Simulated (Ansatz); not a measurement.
Ansatz input

```yaml
crystal:
  lattice:
    - [-1.6570776211, 1.6570776211, 1.6570776211]
    - [1.6570776211, -1.6570776211, 1.6570776211]
    - [1.6570776211, 1.6570776211, -1.6570776211]
  atoms:
    - { symbol: Ga, position: [0.0, 0.0, 0.0] }
hamiltonian:
  xc: r2scan
  pseudopotentials:
    kind: paw
    azcp:
      Ga: "pseudopotentials/Ga.paw.azcp"
basis:
  ecutwfc: 500
  fft_grid_basis: typed
kpoints:
  mp_grid: { grid: [22, 22, 22], shift: [0, 0, 0] }
magnetization:
  spin_polarized: false
scf:
  occupations: { method: fermi_dirac, width: 0.1 }
output:
  write_density: true
  write_potential: true
  elf: true
  volumetric_format: npy
```

Output

```
Engine: ansatz 0.2.0, x86_64-unknown-linux-gnu
Pseudopotentials: kind: paw
Pseudopotential: Ga, paw, valence charge 13, recommended cutoff 500 eV (meta_gga) 
Functional definition: r2SCAN
  parameter k0 = 0.174
  parameter k1 = 0.065
  parameter a1 = 4.9479
  exchange = r2scan_x(k0 = k0, k1 = k1, a1 = a1)
  correlation = r2scan_c
Crystal: 1 atoms, lattice volume = 18.201 Å³
Basis set: ecut = 500 eV, 459 PW (Γ), exchange–correlation on 96×96×96 points (64 copies of the dense FFT grid, shifted against one another)
Bands: 11, of which v1, the nominal top of the filled ones, is band 7 counted from 1 (6 counted from 0)
Symmetry: 48 space group operations
Space group: Im-3m (ITA 229), of the structure as read, at distance tolerance 2.6e-5 Å
k-points: 328 of 10648
Non-local potential: Ga, projectors of the file, l = 0: 2, l = 1: 2, l = 2: 3, l = 3: 1
PAW form: soft (Blöchl's): semilocal exchange-correlation on the pseudo side does not see the compensation charge
PAW frozen core: Ga, regenerated for the run's functional (the file was generated under x = pbe(κ = 0.804, μ = 0.2195149727645171), c = pbe(β = 0.06672455060314922))
PAW one-centre angular grid: Ga, 590 points (default); XC on 160 Gauss nodes
Initial density: superposition of atomic densities (neutral atoms: chi_scale 0, normalization atom), corrected by the library's trained network
Initial wavefunctions: pseudopotential atomic-orbital guess
Functional: x = r2scan, c = r2scan; τ floored in thin density (d = 2e-4 eV/Å³)
SCF iter   1: F=—  HF=-3790.100545 eV  |F-HF|=—  |Δ(HF+E_count)|=         —  Δρ=1.14e-2  dr2=8.31e-3  dr2_τ=4.30e-4  ethr=1.77e-3  ⟨swp⟩=5.0  Hψ=20990  notcnv=0
SCF iter   2: F=—  HF=-3790.102164 eV  |F-HF|=—  |Δ(HF+E_count)|=   1.62e-3  Δρ=1.86e-3  dr2=2.80e-4  dr2_τ=2.14e-5  ethr=6.39e-5  ⟨swp⟩=2.0  Hψ=9750  notcnv=0  defer=90
SCF iter   3: F=—  HF=-3790.102132 eV  |F-HF|=—  |Δ(HF+E_count)|=   3.20e-5  Δρ=1.90e-3  dr2=1.77e-4  dr2_τ=2.31e-6  ethr=2.15e-6  ⟨swp⟩=2.0  Hψ=5290  notcnv=0  defer=90
SCF iter   4: F=—  HF=-3790.102253 eV  |F-HF|=—  |Δ(HF+E_count)|=   1.20e-4  Δρ=2.35e-4  dr2=3.21e-6  dr2_τ=5.26e-8  ethr=1.36e-6  ⟨swp⟩=2.0  Hψ=4008  notcnv=0  defer=90
SCF iter   5: F=—  HF=-3790.102257 eV  |F-HF|=—  |Δ(HF+E_count)|=   4.19e-6  Δρ=3.57e-5  dr2=1.80e-7  dr2_τ=2.36e-9  ethr=2.47e-8  ⟨swp⟩=3.0  Hψ=5655  notcnv=0  defer=90
SCF iter   6: F=-3790.102257 eV  HF=-3790.102257 eV  |F-HF|=6.45e-9  |Δ(HF+E_count)|=   6.28e-7  Δρ=4.65e-6  dr2=2.85e-9  dr2_τ=4.03e-11  ethr=7.69e-10  ⟨swp⟩=4.7  Hψ=14170  notcnv=0
SCF 1 converged in 6 iterations: F = -3790.102257 eV  dr2 = 2.85e-9
SCF converged after 6 iterations
Free energy (F): -3790.102257 eV
Harris-Foulkes:  -3790.102257 eV  (|F-HF|=6.45e-9)
Internal energy: -3790.090288 eV  (E = F + TS)
E sigma→0 (E₀):  -3790.096273 eV
Entropy (-TS):   -0.011970 eV (-11.970 meV/atom)
Fermi energy:    10.135385 eV
--- Per-component energies (eV) ---
  E_band       = -36.735557
  E_kinetic    = 114.297081
  E_local      = -1758.013605  (includes V_loc(G=0)·N_el)
  E_nonlocal   = 424.085156
  E_hartree    = 829.003600
  E_xc         = -62.559450
  E_vxc        = -60.092509  (∫ρ·V_xc dr)
  E_paw        = -2000.129628  (= ΣΔE_a)
  E_vpaw       = -418.439034  (= ΣTr[D̂ρ^β])
  E_aug_tail   = -0.000030  (compensation charges beyond the density's cutoff)
  E_vtau       = 3.419361  (kinetic-family band-sum trace: ∫τ·v_τ [+ j·A + Jᵃ·Aᵃ] dr)
  E_ewald      = -1336.120343
  E_core_change = -0.653070  (= ΣΔE_core)
  E_smearing   = -0.011970  (= −TS)
  E_closure    = 0.000000  (closes the sum)
  Σ components = -3790.102257   (vs F -3790.102257, Δ=0.00e0)
--- Band table (eV; the first three rows and the last of 328) ---
  k-point 0: bands = ["-5.3969", "-5.3969", "-5.3969", "-5.1836", "-5.1836", "-1.8187", "23.9244", "23.9244", "23.9244", "28.2004", "28.2004"]
  k-point 1: bands = ["-5.3989", "-5.3955", "-5.3901", "-5.1856", "-5.1836", "-1.7578", "23.2954", "23.5679", "23.8172", "27.4424", "27.4642"]
  k-point 2: bands = ["-5.4047", "-5.3921", "-5.3705", "-5.1913", "-5.1836", "-1.5745", "21.7493", "22.7749", "23.5035", "26.4585", "26.4934"]
  k-point 327: bands = ["-5.5182", "-5.5182", "-5.0835", "-5.0835", "-5.0835", "11.7876", "11.7876", "11.7876", "12.2807", "16.2034", "16.2034"]
```

Launched by

```sh
ansatz run input.yaml --threads 1 --pin off --max-ram 3584MiB --backend cpu --events-out ev --progress --plain --runs-dir out
```

On 1 thread of Intel(R) Xeon(R) Platinum 8259CL CPU @ 2.50GHz (Skylake/Cascade Lake) (shared host) this took about 15 s of wall time and 15 s of CPU time.
